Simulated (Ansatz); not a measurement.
Moving the share of exact exchange in SnTe3

Symmetry: Fm-3m, No. 225, cubic system. The conventional cell has a = 7.722 Å, b = 7.722 Å, c = 7.722 Å, α = 90.00°, β = 90.00°, γ = 90.00°. Te (site symmetry m-3m) is surrounded by 8 Te at 3.34 Å. Te (site symmetry -43m) has 4 Te at 3.34 Å and 4 Sn at 3.34 Å as nearest neighbours. Around Sn (site symmetry m-3m) lie 8 Te at 3.34 Å.

The cell comes from a database or a generator and needn't be the stable form of this composition.

Kept alike: task single point; k mesh 4 × 4 × 4; occupations fermi-dirac, width 0.05 eV; no spin polarisation. Program: Ansatz, Ansatz PAW, cutoff 500 eV. The mesh is that of the run's cell of 4 atoms. No spin-orbit coupling.

| share of exact exchange, α | pressure (GPa) |
| --- | --- |
| 0 | 0.46 |
| 0.1 | -0.13 |
| 0.15 | -0.34 |
| 0.25 | -0.93 |
| 0.35 | -1.54 |
| 0.5 | -2.46 |

Pressure is positive in compression, with a Pulay correction for the finite cutoff. For a metal such a mesh leaves the last digits unconverged. All rows use potentials made for PBE. The mesh is thin for exact exchange.

Q: What does the share of exact exchange change here?

A: The pressure falls from 0.46 to -2.46 GPa between 0 and 0.5. Exact exchange shortens the bonds here, so the pressure at fixed cell falls.
